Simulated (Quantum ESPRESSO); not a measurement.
## Kohn-Sham bands of TaSi2 (P6₄22)

```
CELL_PARAMETERS angstrom
      4.78379     0.00000     0.00000
     -2.39190     4.14288     0.00000
      0.00000     0.00000     6.55281
ATOMIC_POSITIONS crystal
  Ta 0.00000 0.50000 0.33333
  Ta 0.50000 0.00000 0.00000
  Ta 0.50000 0.50000 0.66667
  Si 0.84161 0.68322 0.00000
  Si 0.15839 0.84161 0.66667
  Si 0.31678 0.15839 0.33333
  Si 0.15839 0.31678 0.00000
  Si 0.84161 0.15839 0.66667
  Si 0.68322 0.84161 0.33333
```

Materials Project entry mp-11192; symmetrised, unrelaxed at this level. COD (Crystallography Open Database) has the formula in 2 space groups, this one among them (matched by group alone). Method: LDA plane waves in Quantum ESPRESSO 7.5 (PseudoDojo norm-conserving files, 47 Ry, no spin polarisation, no spin-orbit coupling), Bloch states on a 4×4×4 mesh through Γ, Wannier90 4.0.1. Density: 12×12×6 mesh, cold smearing 0.01 Ry. Spin-orbit coupling is left out although heavy elements are present.

Q: List the Kohn-Sham levels between −8 and 3.0 eV relative to the Fermi level at the high-symmetry points, as a band run of pw.x on that density gives them (levels within 2 meV counted together).

A: 
```csv
point,k (reciprocal lattice),levels (eV)
Γ,0.000 0.000 0.000,"-6.53, -5.98 (×2), -5.81 (×2), -4.82, -3.81 (×2), -3.42, -2.53 (×2), -2.46 (×2), -2.43, -2.16 (×2), -1.40, 0.74, 2.96 (×2)"
M,0.500 0.000 0.000,"-6.84, -5.77, -5.65, -4.64, -4.27, -3.75, -3.50, -2.68, -2.23, -2.09, -2.08, -1.10, -0.74, -0.10, -0.06, 0.86, 1.18, 1.51, 1.96, 2.27, 2.43"
K,0.333 0.333 0.000,"-6.75, -6.53, -5.98 (×2), -3.70, -2.74 (×2), -2.06, -1.94 (×2), -1.75, -1.71 (×2), 0.35 (×2), 0.54, 2.07 (×2), 2.21 (×2), 2.22, 2.45"
A,0.000 0.000 0.500,"-7.94, -6.50, -6.26, -5.82 (×2), -5.09 (×2), -4.85 (×2), -4.13, -2.80, -2.68 (×2), -2.22, -1.99, -1.72 (×2), 1.14 (×2), 2.57 (×2)"
L,0.500 0.000 0.500,"-7.72, -6.53, -5.57, -5.35, -4.80, -4.21, -3.75, -2.64, -2.41, -2.14, -2.11, -2.03, -2.02, -1.83, -0.69, -0.30, 1.54, 1.92, 2.48, 2.51, 2.56, 2.73"
H,0.333 0.333 0.500,"-7.88, -5.23, -4.79 (×2), -4.55, -2.77 (×2), -2.52, -2.50 (×2), -2.35, -0.77 (×2), -0.17 (×2), 0.92, 1.58 (×2), 2.28, 2.81 (×2)"
```
